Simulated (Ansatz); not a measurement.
**Tl₂PdC₄N₄ — ¹⁰⁵Pd nuclear quadrupole resonance**

Cell: a refined structure from the COD whose atoms were relaxed with PBE, the cell held.

Space group P2_1/c (No. 14); a = 6.2770, b = 7.4370, c = 10.0447 Å, β = 112.53°.

```
site  Wyckoff  site symmetry       x       y       z
  Tl       4e              1  0.3113  0.8516  0.0823
  Pd       2c             -1  0.0000  0.5000  0.0000
  C7       4e              1  0.2691  0.3347  0.0628
 C11       4e              1  0.9934  0.4983  0.8002
 N15       4e              1  0.4265  0.2358  0.1021
 N19       4e              1  0.9892  0.4976  0.6828
```

One atom of each set is listed.

The numbers come from a DFT calculation in Ansatz (r2SCAN, plane waves and PAW, scalar-relativistic, 500 eV cutoff, Γ-centred 6×5×4 k-points, Fermi–Dirac smearing 0.05 eV).

¹⁰⁵Pd: I = 5/2, Q = 660.0 mb (year-2017 value). Static lattice, zero field.

Problem. Predict the zero-field ¹⁰⁵Pd lines of each site.

Solution. For I = 5/2 and η = 0 the lines are 3|C_Q|/20 and twice that; η pulls their ratio below 2.

```
site  atoms  V_zz (10²¹ V/m²)  C_Q (MHz)     η  line frequencies (MHz)
  Pd      2             14.32        229  0.01              34.3, 68.6
```

The largest force is 0.8 eV/Å, so the atoms aren't at the calculated equilibrium and relaxing them would move these values. Without spin–orbit coupling (the program notes it for Pd) the gradients are little affected as a rule: paired runs on crystals with a gap mostly move them by under 2 % at such atoms. With these PAW files V_zz is typically within 2 to 3 % of all-electron values, but misses above 10 % occur on Pd. The database entry as given showed forces above 3 eV/Å or a pressure above 30 GPa, though relaxing it moves no atom far.

The run took 8.2 min of wall time (16 min of CPU time) and 2.7 GiB at its peak, on 2 threads of Arm Neoverse N1 (aarch64; 36 cores open to the job, memory cap 5.0 GiB, no GPU), a shared host with a load of 0.9 a core.
